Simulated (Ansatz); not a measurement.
Cs$_{2}$Ni$_{3}$S$_{4}$:
```xyz
9
Lattice="0.0000 5.0226 7.4344 2.9576 0.0000 7.4344 2.9576 5.0226 0.0000" Properties=species:S:1:pos:R:3 pbc="T T T"
Cs     2.9576     5.0226     9.8582
Cs     2.9576     5.0226     5.0107
Ni     0.0000     0.0000     0.0000
Ni     1.4788     2.5113     0.0000
Ni     1.4788     2.5113     7.4344
S      2.9576     1.6837     6.0160
S      2.9576     8.3615     8.8529
S      2.9576     8.3615     6.0160
S      2.9576     1.6837     8.8529
```

Relaxed with r²SCAN. Special points in fractions of this cell's reciprocal vectors: Γ (0.000, 0.000, 0.000); Y (0.500, 0.000, 0.500); T (1.000, 0.500, 0.500); Z (0.500, 0.500, 0.000); Σ0 (0.000, 0.376, 0.376); U0 (1.000, 0.624, 0.624); C0 (0.500, 0.203, 0.703); A0 (0.500, 0.797, 0.297); L (0.500, 0.500, 0.500).

Question: List the band energies nearest the valence-band maximum at these points for the program Ansatz at the r²SCAN with spin–orbit coupling level (PAW).

Answer: In eV from the valence-band maximum; about four levels below and three above (degenerate sets whole), none deeper than 8.9 eV; points with the same levels are listed once.

```json
[
 {"k": "Γ", "below": "-0.16 -0.16 -0.07 -0.07", "above": "1.63 1.63 1.70 1.70"},
 {"k": "Y", "below": "-0.17 -0.17 -0.16 -0.16", "above": "1.39 1.39 1.57 1.57"},
 {"k": "T", "below": "-0.18 -0.18 -0.13 -0.13", "above": "1.40 1.40 1.48 1.48"},
 {"k": "Z", "below": "-0.18 -0.18 -0.08 -0.08", "above": "1.66 1.66 1.70 1.70"},
 {"k": "Σ0", "below": "-0.25 -0.25 -0.01 -0.01", "above": "1.46 1.46 1.54 1.54"},
 {"k": "C0", "below": "-0.28 -0.28 -0.03 -0.03", "above": "1.41 1.41 1.53 1.53"},
 {"k": "L", "below": "-0.20 -0.20 -0.18 -0.18", "above": "1.37 1.37 1.40 1.40"}
]
```

Space group Fmmm. The first step of the workflow began from a Materials Project structure, measured or hypothetical; the Crystallography Open Database copy checked does not list it. Its standing as an ambient phase is unchecked. The cell was relaxed with r²SCAN under the symmetry of its start; its stability against distortions is not shown here. The run is not spin-polarised.

Potentials: the later of the program's two PAW sets.
